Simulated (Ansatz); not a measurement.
Data:

SiO₂:
```
CELL_PARAMETERS angstrom
      3.77204     0.00000     0.00000
      0.00000     3.77204     0.00000
      0.00000     0.00000     3.77204
ATOMIC_POSITIONS crystal
  Si 0.50000 0.50000 0.50000
  Si 0.00000 0.00000 0.00000
  O  0.25000 0.25000 0.25000
  O  0.25000 0.75000 0.75000
  O  0.75000 0.75000 0.25000
  O  0.75000 0.25000 0.75000
```

This is the HSE06-relaxed structure.

Problem. All from the program Ansatz at the HSE06 level (PAW), unless another level is named. Predict the smallest direct gap on the standard path.

Solution. 7.49 eV.

Problem. Next, the valence-band maximum?

Solution. at R.

Problem. What about the conduction-band minimum?

Solution. at Γ.

Space group Pn-3m. The first step of the workflow began from a Materials Project structure, measured or hypothetical; the Crystallography Open Database copy checked does not list it. It is not the phase usual at ambient conditions (space group No. 92, 152, 154). The cell was relaxed with HSE06 under the symmetry of its start; its stability against distortions is not shown here. The hybrid was solved on a coarse mesh, the path and, where they were found, the r²SCAN edge points; its band edges are the extreme levels among these.

Potentials: the earlier of the program's two PAW sets.
